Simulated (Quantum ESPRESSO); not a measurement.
## Ag5ReOsMg (input and log of a self-consistent run)

Computed values, not a measurement. The program is pw.x of Quantum ESPRESSO 7.5 (plane-wave density functional theory). The cell is made up: eight metal atoms on a hexagonal close-packed lattice, with elements, volume, strain and displacements drawn at random and not relaxed, so it may be unstable or far from any real phase. PseudoDojo standard norm-conserving files set the functional (PBE unless stated); there is no spin polarisation or spin-orbit coupling, the Fermi-Dirac width of 0.25 eV means electrons at about 2900 K, and the masses in the input are unused placeholders. Heavy elements are run without spin-orbit coupling, which real alloys of them have. A spin test at this wide smearing found no moment, but such smearing suppresses magnetism that the real alloy may have.

Input:

```
&control calculation='scf', pseudo_dir='./dojo.nc.sr.pbe.v0_5.standard.upf', outdir='./o', disk_io='minimal', tprnfor=.true., tstress=.true. /
&system ibrav=0, nat=8, ntyp=4, nbnd=78, ecutwfc=84.00895049, nosym=.true., tot_charge=0,
 occupations='smearing', smearing='fd', degauss=0.0183746611
/
&electrons conv_thr=1.470e-08, electron_maxstep=70, mixing_beta=0.5 /
ATOMIC_SPECIES
Ag 1.0 Ag.upf
Mg 1.0 Mg.upf
Os 1.0 Os.upf
Re 1.0 Re.upf
CELL_PARAMETERS angstrom
-2.9532 0.0101 0.0457
0.0762 0.0661 -4.7937
0.0348 -10.2712 0.1372
ATOMIC_POSITIONS angstrom
Ag -0.0362 0.0312 0.0675
Re 0.0021 -5.1268 0.0751
Ag 0.0853 -3.4176 -2.2923
Os 0.0872 -8.4981 -2.3188
Ag -1.4734 -2.5085 -0.0105
Ag -1.3868 -7.616 0.0837
Ag -1.392 -0.8021 -2.3399
Mg -1.4476 -6.0265 -2.3003
K_POINTS automatic
8 5 3 1 1 1
```

The log is shortened where brackets say so; the opening notice, blank lines, dates and the lines on written files are dropped, and the path of the files is cut. It prints rydbergs, bohrs and kilobars, and counts compression as positive stress. Its total energy is the free energy E - TS of the whole cell.

```
     Program PWSCF v.7.5
     Parallel version (MPI & OpenMP), running on       4 processor cores
     Number of MPI processes:                 4
     Threads/MPI process:                     1
     [start-up lines left out]
     bravais-lattice index     =            0
     lattice parameter (alat)  =       5.5814  a.u.
     unit-cell volume          =     980.8192 (a.u.)^3
     number of atoms/cell      =            8
     number of atomic types    =            4
     number of electrons       =       136.00
     number of Kohn-Sham states=           78
     kinetic-energy cutoff     =      84.0090  Ry
     charge density cutoff     =     336.0358  Ry
     scf convergence threshold =      1.5E-08
     mixing beta               =       0.5000
     number of iterations used =            8  plain     mixing
     Exchange-correlation= PBE
                           (   1   4   3   4   0   0   0)
     [axes and pseudopotential details left out]
   Cartesian axes
     site n.     atom                  positions (alat units)
         1        Ag     tau(   1) = (  -0.0122564   0.0105635   0.0228537  )
         2        Re     tau(   2) = (   0.0007110  -1.7357972   0.0254268  )
         3        Ag     tau(   3) = (   0.0288803  -1.1571078  -0.7761114  )
         4        Os     tau(   4) = (   0.0295236  -2.8772291  -0.7850836  )
         5        Ag     tau(   5) = (  -0.4988538  -0.8493109  -0.0035550  )
         6        Ag     tau(   6) = (  -0.4695333  -2.5785737   0.0283386  )
         7        Ag     tau(   7) = (  -0.4712939  -0.2715696  -0.7922275  )
         8        Mg     tau(   8) = (  -0.4901186  -2.0404115  -0.7788200  )
     number of k points=    60  Fermi-Dirac smearing, width (Ry)=  0.0184
                       cart. coord. in units 2pi/alat
        k(    1) = (  -0.0636550  -0.0489876  -0.0633009), wk =   0.0333333
        k(    2) = (  -0.0629581   0.1427558  -0.0606459), wk =   0.0333333
     [further k points left out]
     Dense  grid:   102103 G-vectors     FFT dimensions: (  36,  54, 120)
     Estimated max dynamical RAM per process >     418.35 MB
     Estimated total dynamical RAM >       1.56 GB
     Initial potential from superposition of free atoms
     starting charge     135.9964, renormalised to     136.0000
     Starting wfcs are   75 randomized atomic wfcs +    3 random wfcs
     total cpu time spent up to now is        9.5 secs
     per-process dynamical memory:   334.6 Mb
     Self-consistent Calculation
     iteration #  1     ecut=    84.01 Ry     beta= 0.50
     Davidson diagonalization with overlap
     ethr =  1.00E-02,  avg # of iterations =  3.0
     total cpu time spent up to now is       35.2 secs
     total energy              =   -2042.85281013 Ry
     estimated scf accuracy    <       2.93639804 Ry
     iteration #  2     ecut=    84.01 Ry     beta= 0.50
     Davidson diagonalization with overlap
     ethr =  2.16E-03,  avg # of iterations =  5.2
     total cpu time spent up to now is       66.6 secs
     total energy              =   -2040.17622999 Ry
     estimated scf accuracy    <      59.12289664 Ry
     iteration #  3     ecut=    84.01 Ry     beta= 0.50
     Davidson diagonalization with overlap
     ethr =  2.16E-03,  avg # of iterations =  5.5
     total cpu time spent up to now is       98.6 secs
     total energy              =   -2044.07609471 Ry
     estimated scf accuracy    <       5.54332355 Ry
     iteration #  4     ecut=    84.01 Ry     beta= 0.50
     Davidson diagonalization with overlap
     ethr =  2.16E-03,  avg # of iterations =  2.6
     total cpu time spent up to now is      121.6 secs
     total energy              =   -2044.19349687 Ry
     estimated scf accuracy    <      13.92584346 Ry
     iteration #  5     ecut=    84.01 Ry     beta= 0.50
     Davidson diagonalization with overlap
     ethr =  2.16E-03,  avg # of iterations =  1.8
     total cpu time spent up to now is      143.3 secs
     total energy              =   -2044.63351240 Ry
     estimated scf accuracy    <       0.05390049 Ry
     [iterations 6 to 11 left out]
     iteration # 12     ecut=    84.01 Ry     beta= 0.50
     Davidson diagonalization with overlap
     ethr =  1.42E-09,  avg # of iterations =  2.0
     total cpu time spent up to now is      316.6 secs
     total energy              =   -2044.64251591 Ry
     estimated scf accuracy    <       0.00000033 Ry
     iteration # 13     ecut=    84.01 Ry     beta= 0.50
     Davidson diagonalization with overlap
     ethr =  2.43E-10,  avg # of iterations =  2.1
     total cpu time spent up to now is      339.8 secs
     total energy              =   -2044.64251594 Ry
     estimated scf accuracy    <       0.00000059 Ry
     iteration # 14     ecut=    84.01 Ry     beta= 0.50
     Davidson diagonalization with overlap
     ethr =  2.43E-10,  avg # of iterations =  2.0
     total cpu time spent up to now is      361.8 secs
     total energy              =   -2044.64251597 Ry
     estimated scf accuracy    <       0.00000006 Ry
     iteration # 15     ecut=    84.01 Ry     beta= 0.50
     Davidson diagonalization with overlap
     ethr =  4.59E-11,  avg # of iterations =  1.3
     total cpu time spent up to now is      382.8 secs
     total energy              =   -2044.64251598 Ry
     estimated scf accuracy    <       0.00000004 Ry
     iteration # 16     ecut=    84.01 Ry     beta= 0.50
     Davidson diagonalization with overlap
     ethr =  2.99E-11,  avg # of iterations =  1.0
     total cpu time spent up to now is      402.6 secs
     End of self-consistent calculation
     [lines on levels left out]
!    total energy              =   -2044.64251597 Ry
     estimated scf accuracy    <          5.2E-09 Ry
     smearing contrib. (-TS)   =      -0.10596365 Ry
     internal energy E=F+TS    =   -2044.53655232 Ry
     The total energy is F=E-TS. E is the sum of the following terms:
     one-electron contribution =    -885.12507373 Ry
     hartree contribution      =     503.48056828 Ry
     xc contribution           =    -322.81477247 Ry
     ewald contribution        =   -1340.07727440 Ry
     convergence has been achieved in  16 iterations
     Forces acting on atoms (cartesian axes, Ry/au):
     atom    1 type  1   force =     0.00548539    0.01304945   -0.01073023
     atom    2 type  4   force =     0.00278617    0.01951515    0.00102037
     atom    3 type  1   force =    -0.00484744   -0.01132921   -0.01933076
     atom    4 type  3   force =    -0.00102651   -0.00598737    0.00760931
     atom    5 type  1   force =     0.00288973   -0.01943303    0.02127776
     atom    6 type  1   force =    -0.00439177   -0.01319367    0.00214489
     atom    7 type  1   force =    -0.00344699    0.01389937   -0.00083265
     atom    8 type  2   force =     0.00255143    0.00347931   -0.00115870
     Total force =     0.050872     Total SCF correction =     0.000565
     Computing stress (Cartesian axis) and pressure
          total   stress  (Ry/bohr**3)                   (kbar)     P=      -77.49
  -0.00092666   0.00004122   0.00006836         -136.32        6.06       10.06
   0.00004122  -0.00040881   0.00005327            6.06      -60.14        7.84
   0.00006836   0.00005327  -0.00024493           10.06        7.84      -36.03
     init_run     :      8.57s CPU      9.01s WALL (       1 calls)
     electrons    :    383.87s CPU    393.09s WALL (       1 calls)
     forces       :      3.06s CPU      3.09s WALL (       1 calls)
     stress       :     11.40s CPU     11.44s WALL (       1 calls)
     [timing details left out]
     PWSCF        :   6m47.41s CPU   6m57.25s WALL
     JOB DONE.
```

In other units: free energy -27818.779 eV for the cell, pressure -7.75 GPa, largest force component 0.547 eV/Å in size. The run took 419 s of wall time with four MPI processes on a shared machine (Intel Xeon, older, virtual cores), so the time is rough. A rerun of this cell at a higher cutoff and on a denser mesh moved values by no more than 0.002 eV in energy, 0.08 GPa in stress and 0.012 eV/Å in force, and a second program with other atomic files agreed on that cell to 2 % rms in force and 0.5 GPa in pressure.